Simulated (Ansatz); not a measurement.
# LuAg₂: projected DOS by orbital

```yaml
crystal:
  lattice:
    - [-1.81893, 1.81893, 4.52747]
    - [1.81893, -1.81893, 4.52747]
    - [1.81893, 1.81893, -4.52747]
  atoms:
    - { symbol: Lu, position: [0.00000, 0.00000, 0.00000] }
    - { symbol: Ag, position: [0.66839, 0.66839, 0.00000] }
    - { symbol: Ag, position: [0.33161, 0.33161, 0.00000] }
```

Atom numbers follow the list: Lu1, Ag2, Ag3.

The cell is the one relaxed in the Materials Project (mp-1018131), not relaxed further here; entries there can be hypothetical.

Spin–orbit coupling is left out, though it moves levels of the heavy atoms by tenths of an eV or more.

Theory: Ansatz 0.2.0, DFT, LDA, all-electron LAPW, scalar-relativistic.

Settings: a Γ-centred 14×14×14 k mesh, Fermi–Dirac smearing of 0.08 eV, basis error target 1 meV/atom, no spin polarisation.

States per eV for one atom of each kind, in 0.4 eV bins named by their centres, from the Fermi level, projected on a minimal set of Löwdin-orthogonalised atomic shells; orbitals are real harmonics on the Cartesian axes, equal curves share a column, and empty bins are left out, as is all above 4.5 eV, near the top of the computed bands.

Lu1 4f:

```
# E all fz3 fxz2=fyz2 fz(x2-y2) fxyz fx(x2-3y2)=fy(3x2-y2)
-5.9 0.26 0.01 0.06 0.06 0.00 0.03
-5.5 2.78 0.40 0.48 0.11 0.70 0.31
-5.1 30.52 4.33 4.32 4.60 3.98 4.48
-4.7 0.92 0.12 0.13 0.18 0.17 0.10
-4.3 0.38 0.10 0.01 0.04 0.09 0.06
-3.9 0.10 0.04 0.00 0.00 0.05 0.01
-3.5 0.01 0.00 0.00 0.00 0.00 0.00
```

Lu1 5d:

```
# E all dz2 dxz=dyz dx2-y2 dxy
-6.7 0.01 0.00 0.00 0.00 0.00
-6.3 0.02 0.00 0.00 0.00 0.01
-5.9 0.32 0.08 0.07 0.06 0.03
-5.5 0.71 0.19 0.15 0.07 0.15
-5.1 0.30 0.04 0.04 0.13 0.05
-4.7 0.24 0.04 0.05 0.06 0.04
-4.3 0.15 0.03 0.03 0.02 0.04
-3.9 0.05 0.01 0.01 0.01 0.00
-3.5 0.09 0.01 0.02 0.02 0.01
-3.1 0.16 0.02 0.04 0.03 0.02
-2.7 0.22 0.03 0.05 0.02 0.07
-2.3 0.42 0.05 0.04 0.01 0.28
-1.9 0.43 0.09 0.09 0.03 0.13
-1.5 0.55 0.13 0.13 0.03 0.12
-1.1 0.63 0.18 0.14 0.05 0.12
-0.7 0.81 0.21 0.16 0.09 0.20
-0.3 0.73 0.15 0.14 0.13 0.16
0.1 0.61 0.12 0.12 0.16 0.09
0.5 0.43 0.05 0.10 0.17 0.01
0.9 0.91 0.06 0.10 0.63 0.02
1.3 1.16 0.18 0.15 0.60 0.07
1.7 1.52 0.34 0.33 0.38 0.15
2.1 2.52 0.80 0.59 0.43 0.12
2.5 1.82 0.32 0.44 0.21 0.41
2.9 2.54 0.53 0.34 0.22 1.10
3.3 0.63 0.17 0.12 0.03 0.18
3.7 0.86 0.07 0.28 0.01 0.23
4.1 1.82 0.03 0.70 0.00 0.39
```

Ag2 4d:

```
# E all dz2 dxz=dyz dx2-y2 dxy
-6.7 0.01 0.00 0.00 0.00 0.00
-6.3 0.08 0.02 0.01 0.00 0.03
-5.9 2.50 0.66 0.44 0.56 0.39
-5.5 6.54 1.14 1.46 0.64 1.84
-5.1 3.24 0.61 0.71 0.65 0.56
-4.7 4.21 0.98 0.84 0.95 0.60
-4.3 5.00 0.93 0.83 1.83 0.57
-3.9 1.79 0.27 0.38 0.08 0.67
-3.5 0.26 0.05 0.05 0.04 0.07
-3.1 0.17 0.04 0.03 0.04 0.04
-2.7 0.11 0.03 0.02 0.02 0.02
-2.3 0.10 0.04 0.01 0.01 0.01
-1.9 0.09 0.03 0.01 0.03 0.01
-1.5 0.06 0.02 0.01 0.02 0.01
-1.1 0.05 0.01 0.01 0.01 0.01
-0.7 0.04 0.01 0.01 0.01 0.01
-0.3 0.03 0.01 0.01 0.01 0.00
0.1 0.03 0.00 0.01 0.01 0.00
0.5 0.02 0.00 0.00 0.01 0.00
0.9 0.05 0.00 0.01 0.03 0.00
1.3 0.07 0.01 0.02 0.02 0.01
1.7 0.09 0.02 0.02 0.01 0.02
2.1 0.10 0.04 0.02 0.01 0.02
2.5 0.07 0.02 0.02 0.00 0.01
2.9 0.10 0.02 0.03 0.00 0.01
3.3 0.03 0.01 0.00 0.00 0.01
3.7 0.03 0.00 0.01 0.00 0.02
4.1 0.06 0.00 0.01 0.00 0.04
```

Lu1 6s:

```
# E all
-7.5 0.01
-7.1 0.06
-6.7 0.10
-6.3 0.16
-5.9 0.30
-5.5 0.10
-5.1 0.14
-4.7 0.17
-4.3 0.09
-3.9 0.06
-3.5 0.09
-3.1 0.12
-2.7 0.10
-2.3 0.09
-1.9 0.07
-1.5 0.07
-1.1 0.10
-0.7 0.15
-0.3 0.11
0.1 0.08
0.5 0.04
0.9 0.04
1.3 0.14
1.7 0.26
2.1 0.20
2.5 0.13
2.9 0.16
3.3 0.08
3.7 0.03
4.1 0.01
```

Ag2 5s:

```
# E all
-7.5 0.01
-7.1 0.05
-6.7 0.08
-6.3 0.13
-5.9 0.22
-5.5 0.35
-5.1 0.09
-4.7 0.05
-4.3 0.06
-3.9 0.06
-3.5 0.12
-3.1 0.15
-2.7 0.15
-2.3 0.20
-1.9 0.23
-1.5 0.15
-1.1 0.11
-0.7 0.08
-0.3 0.06
0.1 0.05
0.5 0.03
0.9 0.03
1.3 0.04
1.7 0.06
2.1 0.06
2.5 0.05
2.9 0.13
3.3 0.13
3.7 0.16
4.1 0.16
```
